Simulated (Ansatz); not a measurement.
BaCaS₂ as one 4-atom ordering (R-3m) on the rocksalt lattice, relaxed with r2SCAN: 6 runs in the PAW code Ansatz, each a construction of maximally localised Wannier functions. Space group R-3m (No. 166), trigonal; a = 4.275 Å, c = 21.125 Å in the conventional setting, 27.86 Å³ an atom. Around Ca lie 6 S at 2.92 Å; around Ba lie 6 S at 3.15 Å; around S lie 3 Ca at 2.92 Å and 3 Ba at 3.15 Å. No spin polarisation. The prototype was imposed, so other structures may be more stable.

```yaml
crystal:
  lattice:
    - [2.13736, 1.23401, 7.04183]
    - [-2.13736, 1.23401, 7.04183]
    - [0.00000, -2.46801, 7.04183]
  atoms:
    - { symbol: Ca, position: [0.00000, 0.00000, 0.00000] }
    - { symbol: Ba, position: [0.50000, 0.50000, 0.50000] }
    - { symbol: S, position: [0.25909, 0.25909, 0.25909] }
    - { symbol: S, position: [0.74091, 0.74091, 0.74091] }
```

Windows count from the top of the filled bands; a dash means that no such window was set (without an outer window there is no disentanglement). Rows marked drawn have settings drawn at random (some not listed).

```
functional  SCF mesh  trial orbitals  functions   mesh  window (eV)  frozen (eV)  settings  Ω total (Å²)  Ω invariant (Å²)  largest spread (Å²)  least projectability  interpolation miss of the model's filled bands (eV, to the nearest computed level)
       PBE     6×6×6        S s, S p          8  4×4×4            –            –     drawn         17.88             15.78                 2.70                  0.68                                                                               0.064
       PBE     6×6×6        S s, S p          8  6×6×6            –            –    chosen         19.24             17.07                 2.98                  0.68                                                                               0.027
       PBE     6×6×6             S p          6  4×4×4            –            –    chosen         13.61             13.50                 2.27                  0.89                                                                               0.063
    r2SCAN     6×6×6             S p          6  4×4×4            –            –    chosen         13.21             13.11                 2.20                  0.91                                                                               0.054
```

Task: Estimate from these rows what the further settings give.

| functional | SCF mesh | trial orbitals | functions | mesh | window (eV) | frozen (eV) | settings |
| --- | --- | --- | --- | --- | --- | --- | --- |
| PBE | 6×6×6 | S p (loose tolerance) | 6 | 4×4×4 | – | – | drawn |
| r2SCAN | 6×6×6 | S s, S p | 8 | 4×4×4 | – | – | chosen |

Result:

| functional | SCF mesh | trial orbitals | functions | mesh | window (eV) | frozen (eV) | settings | Ω total (Å²) | Ω invariant (Å²) | largest spread (Å²) | least projectability | interpolation miss of the model's filled bands (eV, to the nearest computed level) |
| --- | --- | --- | --- | --- | --- | --- | --- | --- | --- | --- | --- | --- |
| PBE | 6×6×6 | S p (loose tolerance) | 6 | 4×4×4 | – | – | drawn | 13.61 | 13.50 | 2.27 | 0.89 | 0.063 |
| r2SCAN | 6×6×6 | S s, S p | 8 | 4×4×4 | – | – | chosen | 17.96 | 15.83 | 2.79 | 0.65 | 0.084 |

A dash in the last column means that the miss wasn't evaluated.

Spin-orbit coupling is left out.
